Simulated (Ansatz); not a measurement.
**Computed properties of Cu₂Sb**

Cu₂Sb:
```
CELL_PARAMETERS angstrom
      3.99936     0.00000     0.00000
      0.00000     3.99936     0.00000
      0.00000     0.00000     6.06057
ATOMIC_POSITIONS crystal
  Cu 0.00000 0.00000 0.00000
  Cu 0.50000 0.50000 0.00000
  Cu 0.50000 0.00000 0.26556
  Cu 0.00000 0.50000 0.73444
  Sb 0.50000 0.00000 0.70224
  Sb 0.00000 0.50000 0.29776
```

Space group P4/nmm (No. 129); conventional cell a = b = 3.999 Å, c = 6.061 Å, α = β = γ = 90.00°.

Method: DFT-r²SCAN in the program Ansatz with PAW potentials. Structure relaxed to zero pressure with the same functional. Other levels are named where they apply.

### Cell and energy

```json
{
 "volume_per_atom": "16.16 Å³",
 "density": "8.53 g/cm³",
 "Formation energy from the elements (no fitted shifts)": "0.031 eV/atom"
}
```

### Electronic structure

```json
{
 "electronic_character": "metallic (no gap)",
 "Density of states at the Fermi level": "0.28 states/eV per atom (mean over ±0.08 eV)",
 "Gap with spin–orbit coupling": "none (metallic)"
}
```

### Mechanics

```json
{
 "Bulk modulus (Birch–Murnaghan fit)": "101 GPa",
 "Pressure derivative B′": "5.1"
}
```

### Charges

```json
{
  "bader_charges": "Cu -0.01 to +0.03, Sb -0.02 e"
}
```

The workflow started from a Materials Project entry (that database holds measured and hypothetical structures alike); the Crystallography Open Database files this formula in space group No. 129, but the cells were not matched. Its standing as an ambient phase is unchecked. The cell was relaxed with r²SCAN under the symmetry of its start; whether a distortion lowers the energy is not shown. No spin polarisation was allowed. The references are the lowest solids computed at this level, not always the standard phases. Spin–orbit coupling is left out wherever it is not named.

Potentials: the later of the program's two PAW sets.
